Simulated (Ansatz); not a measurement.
# SrI2O4 single point

The input, for Ansatz 0.2.0 (plane waves, PAW):

```yaml
crystal:
  lattice:
    - [6.538373, 0.0, 0.0]
    - [3.269187, -6.971411, 0.0]
    - [0.0, 0.0, -6.537061]
  atoms:
    - { symbol: Sr, position: [0.25, 0.5, 0.75] }
    - { symbol: Sr, position: [0.75, 0.5, 0.25] }
    - { symbol: I, position: [0.5746, 0.8508, 0.75] }
    - { symbol: I, position: [0.9254, 0.1492, 0.75] }
    - { symbol: I, position: [0.4254, 0.1492, 0.25] }
    - { symbol: I, position: [0.0746, 0.8508, 0.25] }
    - { symbol: O, position: [0.489, 0.7106, 0.8995] }
    - { symbol: O, position: [0.011, 0.2894, 0.8995] }
    - { symbol: O, position: [0.6996, 0.2894, 0.6005] }
    - { symbol: O, position: [0.8004, 0.7106, 0.6005] }
    - { symbol: O, position: [0.511, 0.2894, 0.1005] }
    - { symbol: O, position: [0.989, 0.7106, 0.1005] }
    - { symbol: O, position: [0.3004, 0.7106, 0.3995] }
    - { symbol: O, position: [0.1996, 0.2894, 0.3995] }
  symmetry: { tolerance: 0.0003 }
kpoints:
  mp_grid: { grid: [5, 5, 4], shift: [0, 0, 0] }
  band_path:
    path:
      - [0.0, 0.0, 0.0]
      - [0.0, -0.5, 0.0]
      - [0.39004676, -0.30497662, 0.0]
      - [0.60995324, 0.30497662, 0.0]
      - [0.0, 0.0, 0.0]
      - [0.0, 0.0, -0.5]
      - [0.60995324, 0.30497662, -0.5]
      - [0.39004676, -0.30497662, -0.5]
      - [0.0, -0.5, -0.5]
      - [0.0, -0.5, 0.0]
      - [0.0, 0.0, 0.0]
    npoints: 6
magnetization:
  spin_polarized: false
scf:
  occupations: { method: gaussian, width: 0.0108 }
  lower_state_search: "off"
  max_iter: 200
hamiltonian:
  pseudopotentials: { kind: paw }
  xc: r2scan
basis:
  ecutwfc: 500
  fft_grid_basis: typed
output:
  forces: true
  stress: true
  eigenvalues: true
  bader: true
  populations: true
  elf: true
  write_potential: true
  volumetric_format: npy
  dos:
    e_range: [-12, 8]
    de: 0.05
    projected: { site_lists: { I: [I], O: [O], Sr: [Sr] } }
checkpoint:
  read: saved_state
```

The run starts from an earlier solution of this cell. 

Parts of the output:

```
Pseudopotentials: kind: paw
Pseudopotential: Sr, paw, valence charge 10, recommended cutoff 500 eV (meta_gga), Sr.paw.azcp
Pseudopotential: I, paw, valence charge 17, recommended cutoff 500 eV (meta_gga), I.paw.azcp
Pseudopotential: O, paw, valence charge 6, recommended cutoff 500 eV (meta_gga), O.paw.azcp
Functional definition: r2SCAN
  exchange = r2scan_x(k0 = k0, k1 = k1, a1 = a1)
  correlation = r2scan_c
Crystal: 14 atoms, lattice volume = 297.970 Å³
Basis set: ecut = 500 eV, 7533 PW (Γ), exchange–correlation on 192×240×192 points (64 copies of the dense FFT grid, shifted against one another)
Bands: 82, of which v1, the nominal top of the filled ones, is band 68 counted from 1 (67 counted from 0)
Symmetry: 8 space group operations
Space group: Ccce (ITA 68), of the structure as read, at distance tolerance 2.0e-3 Å
k-points: 27 of 100
Initial density: read from a saved state, or passed on in memory by an earlier SCF of this step, an earlier step, the calling program or the single point that the run made first
Functional: x = r2scan, c = r2scan; τ floored in thin density (d = 2e-4 eV/Å³)
SCF iter   1: F=-41759.5579 eV  Δρ=1.53e-3  dr2=1.15e-3  dr2_τ=9.08e-4  defer=1
SCF iter   2: F=-41759.5586 eV  Δρ=8.03e-4  dr2=3.58e-4  dr2_τ=4.06e-4
SCF iter   3: F=-41759.5587 eV  Δρ=1.17e-4  dr2=3.75e-5  dr2_τ=4.28e-6
SCF iter   4: F=-41759.5588 eV  Δρ=5.14e-5  dr2=6.61e-6  dr2_τ=9.61e-7
SCF iter   5: F=-41759.5588 eV  Δρ=1.44e-5  dr2=5.75e-7  dr2_τ=9.07e-8
SCF iter   6: F=-41759.5588 eV  Δρ=3.88e-6  dr2=3.51e-8  dr2_τ=2.76e-9
Free energy (F): -41759.5588 eV
Harris-Foulkes:  -41759.5588 eV  (|F-HF|=4.76e-8)
Internal energy: -41759.5588 eV  (E = F + TS)
E sigma→0 (E₀):  -41759.5588 eV
Fermi energy:    7.5529 eV
--- Per-component energies (eV) ---
  E_band       = -2056.6052
  E_kinetic    = 2677.7063
  E_local      = -13509.3942  (includes V_loc(G=0)·N_el)
  E_nonlocal   = 429.2436
  E_hartree    = 6048.6914
  E_xc         = -1396.8226
  E_vxc        = -1763.6988  (∫ρ·V_xc dr)
  E_paw        = -26074.4085  (= ΣΔE_a)
  E_vpaw       = -2097.8195  (= ΣTr[D̂ρ^β])
  E_aug_tail   = 0.0080  (compensation charges beyond the density's cutoff)
  E_vtau       = 109.9684  (kinetic-family band-sum trace: ∫τ·v_τ [+ j·A + Jᵃ·Aᵃ] dr)
  E_ewald      = -9934.3274
  E_core_change = -0.2554  (= ΣΔE_core)
  E_smearing   =  0.0000  (= −TS)
--- Forces (eV/Å), atoms counted from 1 ---
  atom   1  Sr     0.0000     0.0000     0.0000
  atom   2  Sr     0.0000     0.0000     0.0000
  atom   3  I      0.0000    -8.5372     0.0000
  atom   4  I      0.0000     8.5372     0.0000
  atom   5  I      0.0000     8.5372     0.0000
  atom   6  I      0.0000    -8.5372     0.0000
  atom   7  O     -3.8923     4.8610    -3.6492
  atom   8  O      3.8923    -4.8610    -3.6492
  atom   9  O     -3.8923    -4.8610     3.6492
  atom  10  O      3.8923     4.8610     3.6492
  atom  11  O      3.8923    -4.8610     3.6492
  atom  12  O     -3.8923     4.8610     3.6492
  atom  13  O      3.8923     4.8610    -3.6492
  atom  14  O     -3.8923    -4.8610    -3.6492
--- Stress (GPa, compression-positive) ---
       11.8002       0.0000       0.0000
        0.0000      15.2032       0.0000
        0.0000       0.0000       9.2700
  P = ⅓ Tr σ = 12.0911 GPa (120.911 kbar)
--- Bader charges: 14 sites ---
  site symbol  charge [e]  shift [e]
     0     Sr      1.7370     0.0000
     1     Sr      1.7370     0.0000
     2      I      1.6490     0.0183
     3      I      1.6490     0.0183
     4      I      1.6490     0.0183
     5      I      1.6490     0.0183
     6      O     -1.2588     0.0092
     7      O     -1.2588     0.0092
     8      O     -1.2588     0.0092
     9      O     -1.2587     0.0092
    10      O     -1.2588     0.0092
    11      O     -1.2587     0.0092
    12      O     -1.2588     0.0092
    13      O     -1.2588     0.0092
```

Origin: a known structure type with other elements, at an estimated volume, so it need not be a known compound. Caveats: atoms or cell far from equilibrium.
